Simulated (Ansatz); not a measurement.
A trial structure of Si3Sn was built thus: random cell by space group and Wyckoff sites (P4/mmm, No. 123). The dimensions are guesses.

```cif
data_structure
_symmetry_space_group_name_H-M 'P 1'
_symmetry_Int_Tables_number 1
_cell_length_a 3.9803
_cell_length_b 3.9803
_cell_length_c 4.4934
_cell_angle_alpha 90.000
_cell_angle_beta 90.000
_cell_angle_gamma 90.000
_cell_volume 71.19
loop_
_atom_site_label
_atom_site_type_symbol
_atom_site_fract_x
_atom_site_fract_y
_atom_site_fract_z
_atom_site_occupancy
Si1 Si 0.00000 0.00000 0.66801 1
Si2 Si 0.00000 0.00000 0.33199 1
Si3 Si 0.00000 0.00000 0.00000 1
Sn1 Sn 0.50000 0.50000 0.50000 1
```

All numbers below come from DFT PBE, scalar-relativistic, plane waves, PAW in Ansatz. Cutoff 420 eV, Gaussian smearing, Γ-centred meshes. Cell and atoms relax first on a coarse mesh and then on a finer one. In between, the cell is made exact in the group found at 0.06 Å. In metals the finer mesh still leaves noise of several meV/atom or more. The steps can't lower the symmetry of their start. No spin polarisation.

A guess keeps its type if space group and coordination stay and the shape of the cell changes little (axis ratios within about 15 %, angles within 6°); the volume may change.

Question: Does it keep its structure type, or change into something else?

Answer: It doesn't keep its type. The symmetry stays P4/mmm (No. 123). The volume per atom grows by 28.3 %, from 17.8 to 22.8 Å³. The shortest distance goes from 1.49 Å (Si–Si) to 2.34 Å (Si–Si). The ratio c/a of the conventional cell changes by a factor of 1.94. Counting neighbours within 15 % of an atom's shortest distance, the start has Si 2, Sn 8 and the end Si 1/2, Sn 8. In detail, at the end Si on a site of symmetry 4mm has 1 Si at 2.34 Å and 4 Sn at 2.85 Å; Si on a site of symmetry 4/mmm has 2 Si at 2.34 Å; around Sn lie 8 Si at 2.85 Å and 4 Sn at 3.47 Å.

```cif
data_structure
_symmetry_space_group_name_H-M 'P4/mmm'
_symmetry_Int_Tables_number 123
_cell_length_a 3.4655
_cell_length_b 3.4655
_cell_length_c 7.6042
_cell_angle_alpha 90.000
_cell_angle_beta 90.000
_cell_angle_gamma 90.000
_cell_volume 91.32
loop_
_atom_site_label
_atom_site_type_symbol
_atom_site_symmetry_multiplicity
_atom_site_Wyckoff_symbol
_atom_site_fract_x
_atom_site_fract_y
_atom_site_fract_z
_atom_site_occupancy
Si1 Si 2 g 0.00000 0.00000 0.69169 1
Si2 Si 1 a 0.00000 0.00000 0.00000 1
Sn1 Sn 1 d 0.50000 0.50000 0.50000 1
```

The zero of energy is the elements' standard structures at the same level; no fitted shifts are applied. The references include grey tin.

Question: At what energy does it end?

Answer: +0.82 eV/atom. It can't be a ground state, since the elements alone are lower.

The last run used a 12×12×8 mesh (in the run's order of axes) for its 4-atom cell and Gaussian smearing of 0.10 eV. A structure relaxed within its symmetry needn't be a true minimum. Another cell of Si3Sn relaxed alike, in Cccm, lies 0.36 eV/atom lower, so this cell isn't the stable form at this level.

In counts of neighbours, a slash parts the counts of unlike sites.
